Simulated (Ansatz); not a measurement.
Ga:
```
Ga
1.0
    0.00000     2.88915     2.88915
    2.88915     0.00000     2.88915
    2.88915     2.88915     0.00000
Ga
2
Cartesian
  0.00000   0.00000   0.00000
  1.44458   1.44458   1.44458
```

Relaxed with r²SCAN. Special points in fractions of this cell's reciprocal vectors: Γ (0.000, 0.000, 0.000); X (0.500, 0.000, 0.500); U (0.625, 0.250, 0.625); K (0.375, 0.375, 0.750); L (0.500, 0.500, 0.500); W (0.500, 0.250, 0.750).

**Question.** List the band energies nearest the Fermi level at these points for DFT-r²SCAN in the program Ansatz with PAW potentials.

**Answer.** In eV from the Fermi level; about four levels below and three above (degenerate sets whole), none deeper than 8.9 eV; … stands for higher levels left out; points with the same levels are listed once.

| k | below | above |
|---|---|---|
| Γ | – | 3.03 3.03 3.03 |
| X | -5.75 -5.75 -0.56 -0.56 | 3.20 3.20 … |
| U | -6.17 -5.15 -2.05 -0.05 | 3.67 6.78 10.35 |
| L | -7.57 -4.89 | 1.39 1.39 3.61 |
| W | -5.58 -5.58 -1.57 -1.57 | 7.14 7.14 … |

Space group Fd-3m (diamond). The start of the workflow was typed in or built on a structure type; neither database checked (COD, Materials Project) lists it. It is not the phase usual at ambient conditions (space group No. 64). The cell was relaxed with r²SCAN under the symmetry of its start. At this level the phase is mechanically unstable. The volume moved by -21 % from the start of the relaxation. Scalar-relativistic: spin–orbit coupling is off unless named, which matters more the heavier the elements.

Potentials: the earlier of the program's two PAW sets.
